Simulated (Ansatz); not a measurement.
Input:

NaCl:
```xyz
2
Lattice="3.4607 0.0000 0.0000 0.0000 3.4607 0.0000 0.0000 0.0000 3.4607" Properties=species:S:1:pos:R:3 pbc="T T T"
Na     0.0000     0.0000     0.0000
Cl     1.7303     1.7303     1.7303
```

This is the r²SCAN-relaxed structure.

Question: All from DFT-r²SCAN in the program Ansatz with PAW potentials, unless another level is named. Predict the HSE06 gap on the r²SCAN cell.

Answer: 5.43 eV.

Question: And the band gap?

Answer: 4.91 eV (indirect).

Question: Predict the weight of the valence-edge state by species (Voronoi cells).

Answer: Cl 97 %, Na 3 %.

Question: And the conduction-band minimum?

Answer: at Γ.

Question: Predict the weight of the conduction-edge state by species (Voronoi cells).

Answer: Na 64 %, Cl 36 %.

Space group Pm-3m (CsCl type). This is a known high-pressure phase of the composition, computed here at zero pressure and temperature. Symmetry was held in the r²SCAN relaxation. At this level the phase is dynamically unstable (imaginary phonons).

Potentials: the later of the program's two PAW sets.
